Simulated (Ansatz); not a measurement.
The elements of this relaxed trial crystal are hidden behind letters.

```
lattice vectors (Å)
   4.0518    0.0000    0.0000
   0.0000    4.0518    0.0000
   0.0000    0.0000    4.0518
fractional positions
X 0.0000 0.0000 0.0000
Z 0.5000 0.5000 0.1975
Z 0.5000 0.5000 0.8025
Z 0.1975 0.5000 0.5000
Z 0.8025 0.5000 0.5000
Z 0.5000 0.1975 0.5000
Z 0.5000 0.8025 0.5000
```

All numbers below come from DFT PBE, scalar-relativistic, plane waves, PAW (Ansatz). Settings of the last relaxation (7-atom cell): 420 eV, 10×10×10 k points, Gaussian smearing of 0.10 eV, no spin polarisation.

```
Space group                                 : Pm-3m (No. 221)
Conventional cell                           : a = 4.052 Å
Volume per atom                             : 9.50 Å³
Density                                     : 3.90 g/cm³
Formation energy                            : −0.02 eV/atom
Gap on the 10×10×10 mesh of the 7-atom cell : 0 eV (a metal)
```

Energies are uncorrected and count from the elements' standard states at the same level.

Problem. X is a d-block element of period 5 and Z is a p-block element of period 2. Which elements are they?

Solution. X = Zr, Z = B, so the formula is ZrB6. Density times volume gives a mean mass of 3.90 × 9.50/1.6605 = 22.3 u per atom, and this set has 22.3 u. Among the elements that the hints allow, noble gases aside, only these give it. Around Zr lie 24 B at 2.97 Å; around B lie 1 B at 1.60 Å, 4 B at 1.73 Å, 1 B at 2.45 Å and 4 Zr at 2.97 Å.

Symmetry constrained the relaxation, so the result can be a saddle point.
